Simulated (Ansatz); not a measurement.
Geometry optimisation in Ansatz: input, command and trajectory.

```yaml
crystal:
  lattice:
    - [4.7699994908, 0.0, 0.0]
    - [-2.3849997454, 4.130940735, 0.0]
    - [0.0, 0.0, 8.1]
  atoms:
    - { symbol: Ba, position: [0.0, 0.0, 0.0] }
    - { symbol: Mg, position: [0.3333333333, 0.6666666667, 0.6247] }
    - { symbol: Mg, position: [0.6666666667, 0.3333333333, 0.3753] }
    - { symbol: Sb, position: [0.3333333333, 0.6666666667, 0.268] }
    - { symbol: Sb, position: [0.6666666667, 0.3333333333, 0.732] }
basis:
  ecutwfc: 500
kpoints:
  mp_grid: { grid: [6, 6, 4] }
hamiltonian:
  xc: r2scan
scf:
  occupations: { method: gaussian, width: 0.02 }
output:
  forces: true
  stress: true
  eigenvalues: true
  write_density: true
  write_potential: true
  elf: true
  volumetric_format: npy
relax:
  adjacent_minimum: "off"
  f_tol: 0.005
  max_steps: 80
  cell: { stress_tol: 0.05 }
```

```bash
ansatz run input.yaml --threads 1 --pin off --max-ram 2560MiB --backend cpu --events-out ev --progress --plain --runs-dir out
```

Computed with DFT r2SCAN, scalar-relativistic, plane waves, PAW in Ansatz.

Of 5 frames 4 are shown, positions in Å and forces in eV/Å; the SCF threshold varies from step to step. Steps run on the plane waves of an earlier cell, with a Pulay correction in the pressure. The basis is chosen afresh for the last frame, the zero of the energies, and at times for earlier ones too; energy and pressure can step there, also at an unchanged geometry. Where two frames share a geometry here, they differ by under 2 meV/atom and 0.3 GPa.

```xyz
5
Lattice="4.7700 0.0000 0.0000 -2.3850 4.1309 0.0000 0.0000 0.0000 8.1000" Properties=species:S:1:pos:R:3:forces:R:3 pbc="T T T" step=1 free_energy_over_end_meV_per_atom=1.82 pressure_GPa=0.80
Ba    0.0000    0.0000    0.0000    0.0000    0.0000    0.0000
Mg    0.0000    2.7540    5.0601    0.0000    0.0000   -0.0294
Mg    2.3850    1.3770    3.0399    0.0000    0.0000    0.0294
Sb    0.0000    2.7540    2.1708    0.0000    0.0000    0.0242
Sb    2.3850    1.3770    5.9292    0.0000    0.0000   -0.0242
5
Lattice="4.8004 0.0000 0.0000 -2.4002 4.1573 0.0000 0.0000 0.0000 8.1869" Properties=species:S:1:pos:R:3:forces:R:3 pbc="T T T" step=2 free_energy_over_end_meV_per_atom=0.16 pressure_GPa=-0.13
Ba    0.0000    0.0000    0.0000    0.0000    0.0000    0.0000
Mg    0.0000    2.7715    5.1084    0.0000    0.0000   -0.0153
Mg    2.4002    1.3858    3.0785    0.0000    0.0000    0.0153
Sb    0.0000    2.7715    2.2087    0.0000    0.0000   -0.0236
Sb    2.4002    1.3858    5.9782    0.0000    0.0000    0.0236
5
Lattice="4.7907 0.0000 0.0000 -2.3954 4.1489 0.0000 0.0000 0.0000 8.1934" Properties=species:S:1:pos:R:3:forces:R:3 pbc="T T T" step=3 free_energy_over_end_meV_per_atom=0.05 pressure_GPa=-0.02
Ba    0.0000    0.0000    0.0000    0.0000    0.0000    0.0000
Mg    0.0000    2.7659    5.1056    0.0000    0.0000    0.0013
Mg    2.3954    1.3830    3.0878    0.0000    0.0000   -0.0013
Sb    0.0000    2.7659    2.2050    0.0000    0.0000    0.0126
Sb    2.3954    1.3830    5.9884    0.0000    0.0000   -0.0126
5
Lattice="4.7906 0.0000 0.0000 -2.3953 4.1488 0.0000 0.0000 0.0000 8.1912" Properties=species:S:1:pos:R:3:forces:R:3 pbc="T T T" step=5 free_energy_over_end_meV_per_atom=0.00 pressure_GPa=0.00
Ba    0.0000    0.0000    0.0000    0.0000    0.0000    0.0000
Mg    0.0000    2.7658    5.1050    0.0000    0.0000    0.0005
Mg    2.3953    1.3829    3.0862    0.0000    0.0000   -0.0005
Sb    0.0000    2.7658    2.2064    0.0000    0.0000   -0.0019
Sb    2.3953    1.3829    5.9848    0.0000    0.0000    0.0019
```

It took 100 s on 1 thread of Arm Neoverse V1, with other jobs on the host, peak memory 0.82 GiB.